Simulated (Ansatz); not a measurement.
Values for one crystal, relaxed and computed with PBEsol (plane waves, PAW; program Ansatz); other levels are named.

- Volume per atom: 9.54 Å³
- Band gap: 0.77 eV (indirect)
- Vibrational entropy at 300 K: 10.2 J/(K·mol of atoms)
- Static dielectric constant ε0 (ions relaxed, cell fixed): 23.5 (xx = yy), 17.4 (zz)
- Highest zone-centre frequency (without LO–TO term): 837 cm⁻¹
- Elastic constants (relaxed ions, GPa): C11 = 453, C12 = 91.0, C13 = 105, C33 = 607, C44 = 201
- Hole effective mass: 0.38, 0.38, 3.5 mₑ (principal values)

Task: Which compound is it?
(A) AgI, zinc blende
(B) KTaO3, cubic perovskite
(C) SrTiO3, cubic perovskite
(D) SiC, P6_422 (Si on 3c, C on 3d)

Result: D, SiC, P6_422 (Si on 3c, C on 3d)

The start of the workflow was typed in or built on a structure type; neither database checked (COD, Materials Project) lists it. It is not the phase usual at ambient conditions (space group No. 186, 216). The PBEsol relaxation kept the symmetry of its start; phonons on a q-mesh show no instability. Its formation energy is positive at this level, so the cell may be metastable or incomplete.

Potentials: the later of the program's two PAW sets.
